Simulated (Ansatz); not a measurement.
# Cr: 15 steps of 3.0 fs from 500 K

Theory: DFT, PBE, all-electron LAPW, scalar-relativistic (Ansatz 0.2.0).

Command: `ansatz run input.yaml --threads 2 --pin off --max-ram 6144MiB --backend cpu --events-out ev --progress --plain --runs-dir out` The run took 51 min on 2 threads of Intel(R) Xeon(R) Platinum 8259CL CPU @ 2.50GHz (Skylake/Cascade Lake), with other jobs on the host, peak memory 1.5 GiB.

```yaml
crystal:
  lattice:
    - [-2.8839, 2.8839, 2.8839]
    - [2.8839, -2.8839, 2.8839]
    - [1.44195, 1.44195, -1.44195]
  atoms:
    - { symbol: Cr, position: [0.0, 0.0, 0.0], spin: 3.0 }
    - { symbol: Cr, position: [0.0, 0.5, 0.0], spin: 3.0 }
    - { symbol: Cr, position: [0.5, 0.0, 0.0], spin: 3.0 }
    - { symbol: Cr, position: [0.5, 0.5, 0.0], spin: 3.0 }
magnetization:
  spin_polarized: true
kpoints:
  mp_grid: { grid: [5, 5, 9] }
scf:
  occupations: { method: fermi_dirac, width: 0.08 }
hamiltonian:
  xc: pbe
  pseudopotentials: { kind: all_electron, lapw: { basis_error: 0.001 } }
output:
  forces: true
  stress: true
md:
  timestep: 3.0
  n_steps: 15
  ensemble: nve
  temperature: 500
  initial_velocities: maxwell_boltzmann
  seed: 203511
```

The run is spin-polarised from parallel moments and ends with 0.00 μB in the cell; other orders may lie lower.

The geometry is COD entry 5000220, unchecked; take it as a test cell.

Each frame lists Cartesian positions (Å) and forces (eV/Å). Free energies count from the first step, -114383.1504 eV.

Step 0 (t = 0.0 fs): E = 0.0 meV, T = 500 K, conserved energy 0.0 meV

```
Cr    0.0000    0.0000    0.0000     0.000   0.000   0.000
Cr    1.4420   -1.4420    1.4420     0.000   0.000   0.000
Cr   -1.4420    1.4420    1.4420     0.000   0.000   0.000
Cr    0.0000    0.0000    2.8839     0.000   0.000   0.000
```

Step 1 (t = 3.0 fs): E = +2.6 meV, T = 493 K, conserved energy 0.0 meV

```
Cr   -0.0047   -0.0083   -0.0123     0.053   0.051   0.129
Cr    1.4414   -1.4305    1.4511    -0.026  -0.090  -0.090
Cr   -1.4444    1.4342    1.4479     0.080   0.029  -0.012
Cr    0.0077    0.0047    2.8811    -0.106   0.011  -0.027
```

Step 2 (t = 6.0 fs): E = +10.3 meV, T = 473 K, conserved energy +0.1 meV

```
Cr   -0.0093   -0.0166   -0.0244     0.104   0.103   0.253
Cr    1.4407   -1.4193    1.4601    -0.050  -0.180  -0.176
Cr   -1.4466    1.4265    1.4539     0.156   0.059  -0.023
Cr    0.0152    0.0094    2.8782    -0.210   0.019  -0.054
```

Step 3 (t = 9.0 fs): E = +22.5 meV, T = 442 K, conserved energy +0.1 meV

```
Cr   -0.0138   -0.0247   -0.0360     0.153   0.155   0.368
Cr    1.4400   -1.4083    1.4688    -0.069  -0.269  -0.255
Cr   -1.4486    1.4189    1.4598     0.226   0.090  -0.033
Cr    0.0224    0.0141    2.8752    -0.309   0.024  -0.080
```

Step 4 (t = 12.0 fs): E = +38.5 meV, T = 402 K, conserved energy +0.2 meV

```
Cr   -0.0180   -0.0325   -0.0471     0.198   0.208   0.473
Cr    1.4392   -1.3978    1.4771    -0.083  -0.355  -0.326
Cr   -1.4503    1.4115    1.4657     0.288   0.124  -0.044
Cr    0.0290    0.0189    2.8721    -0.403   0.024  -0.104
```

Step 5 (t = 15.0 fs): E = +56.9 meV, T = 354 K, conserved energy +0.2 meV

```
Cr   -0.0218   -0.0400   -0.0573     0.240   0.259   0.567
Cr    1.4382   -1.3879    1.4848    -0.090  -0.437  -0.388
Cr   -1.4514    1.4042    1.4715     0.338   0.158  -0.057
Cr    0.0350    0.0237    2.8689    -0.488   0.019  -0.122
```

Step 6 (t = 18.0 fs): E = +76.6 meV, T = 304 K, conserved energy +0.3 meV

```
Cr   -0.0253   -0.0470   -0.0666     0.276   0.308   0.650
Cr    1.4371   -1.3787    1.4919    -0.091  -0.511  -0.443
Cr   -1.4520    1.3972    1.4771     0.375   0.194  -0.075
Cr    0.0402    0.0285    2.8654    -0.561   0.009  -0.131
```

Step 7 (t = 21.0 fs): E = +96.6 meV, T = 252 K, conserved energy +0.4 meV

```
Cr   -0.0283   -0.0536   -0.0749     0.308   0.354   0.720
Cr    1.4358   -1.3704    1.4982    -0.086  -0.579  -0.490
Cr   -1.4520    1.3906    1.4827     0.398   0.232  -0.099
Cr    0.0444    0.0333    2.8617    -0.620  -0.007  -0.132
```

Step 8 (t = 24.0 fs): E = +115.6 meV, T = 203 K, conserved energy +0.4 meV

```
Cr   -0.0308   -0.0595   -0.0819     0.333   0.397   0.777
Cr    1.4344   -1.3630    1.5038    -0.075  -0.638  -0.527
Cr   -1.4512    1.3843    1.4881     0.404   0.273  -0.128
Cr    0.0476    0.0382    2.8578    -0.662  -0.031  -0.121
```

Step 9 (t = 27.0 fs): E = +132.6 meV, T = 160 K, conserved energy +0.5 meV

```
Cr   -0.0327   -0.0648   -0.0876     0.351   0.435   0.818
Cr    1.4329   -1.3567    1.5084    -0.061  -0.688  -0.555
Cr   -1.4499    1.3785    1.4933     0.395   0.316  -0.162
Cr    0.0497    0.0430    2.8537    -0.685  -0.063  -0.100
```

Step 10 (t = 30.0 fs): E = +147.0 meV, T = 123 K, conserved energy +0.5 meV

```
Cr   -0.0340   -0.0693   -0.0920     0.362   0.469   0.844
Cr    1.4313   -1.3516    1.5121    -0.043  -0.728  -0.573
Cr   -1.4478    1.3732    1.4982     0.369   0.360  -0.202
Cr    0.0506    0.0477    2.8494    -0.689  -0.101  -0.069
```

Step 11 (t = 33.0 fs): E = +158.2 meV, T = 94 K, conserved energy +0.5 meV

```
Cr   -0.0348   -0.0731   -0.0949     0.365   0.496   0.853
Cr    1.4296   -1.3476    1.5149    -0.021  -0.755  -0.581
Cr   -1.4452    1.3685    1.5028     0.329   0.404  -0.246
Cr    0.0504    0.0522    2.8450    -0.673  -0.145  -0.027
```

Step 12 (t = 36.0 fs): E = +165.8 meV, T = 74 K, conserved energy +0.5 meV

```
Cr   -0.0349   -0.0760   -0.0964     0.361   0.515   0.847
Cr    1.4278   -1.3449    1.5167     0.002  -0.770  -0.578
Cr   -1.4420    1.3645    1.5070     0.275   0.447  -0.293
Cr    0.0491    0.0564    2.8405    -0.638  -0.192   0.025
```

Step 13 (t = 39.0 fs): E = +169.8 meV, T = 64 K, conserved energy +0.5 meV

```
Cr   -0.0344   -0.0781   -0.0965     0.349   0.527   0.825
Cr    1.4261   -1.3436    1.5175     0.027  -0.772  -0.567
Cr   -1.4383    1.3613    1.5107     0.210   0.487  -0.342
Cr    0.0467    0.0604    2.8361    -0.586  -0.242   0.084
```

Step 14 (t = 42.0 fs): E = +170.4 meV, T = 62 K, conserved energy +0.5 meV

```
Cr   -0.0334   -0.0793   -0.0953     0.330   0.529   0.789
Cr    1.4244   -1.3435    1.5174     0.053  -0.759  -0.546
Cr   -1.4343    1.3588    1.5138     0.136   0.521  -0.391
Cr    0.0433    0.0639    2.8319    -0.519  -0.291   0.148
```

Step 15 (t = 45.0 fs):

```
Cr   -0.0318   -0.0796   -0.0927
Cr    1.4228   -1.3446    1.5164
Cr   -1.4300    1.3572    1.5162
Cr    0.0390    0.0670    2.8279
```

(1) Give the energy and forces of step 15.

(2) What is the mean temperature over the last 8 frames?

Results:

(1) E = +167.9 meV, T = 69 K, conserved energy +0.5 meV
```
Cr   -0.0318   -0.0796   -0.0927     0.303   0.522   0.738
Cr    1.4228   -1.3446    1.5164     0.079  -0.733  -0.515
Cr   -1.4300    1.3572    1.5162     0.056   0.549  -0.439
Cr    0.0390    0.0670    2.8279    -0.438  -0.338   0.216
```

(2) 106 K; so short a run of so small a cell isn't equilibrated.
